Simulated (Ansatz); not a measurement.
Cu (fcc, Cu type)

```xyz
1
Lattice="0.0000 1.7895 1.7895 1.7895 0.0000 1.7895 1.7895 1.7895 0.0000" Properties=species:S:1:pos:R:3 pbc="T T T"
Cu     0.0000     0.0000     0.0000
```

Computed with r2SCAN (plane waves to 500 eV, PAW, scalar-relativistic; Ansatz, a first-principles code). Harmonic phonons by density-functional perturbation theory on a 22×22×22 k mesh, in cm⁻¹ and rounded to 5; i marks imaginary ones, q is in fractions of the reciprocal vectors of the cell shown, and the three acoustic modes at Γ are left out. Cu is run without spin polarisation. Cu was relaxed with its symmetry unable to fall. The PAW data are Ansatz's earlier set.

Problem. Is the structure dynamically stable at L = (0.5, 0.0, 0.0), X = (0.5, 0.5, 0.0)?

Solution. No imaginary mode at these points (lowest 120 cm⁻¹ at L = (0.5, 0.0, 0.0)); other wave vectors were not tested.

Problem. List the wavenumbers at L = (0.5, 0.0, 0.0), X = (0.5, 0.5, 0.0), with degeneracies.

Solution. 
| q | wavenumbers (cm⁻¹) |
|---|---|
| L = (0.5, 0.0, 0.0) | 120 (×2), 260 |
| X = (0.5, 0.5, 0.0) | 180 (×2), 255 |
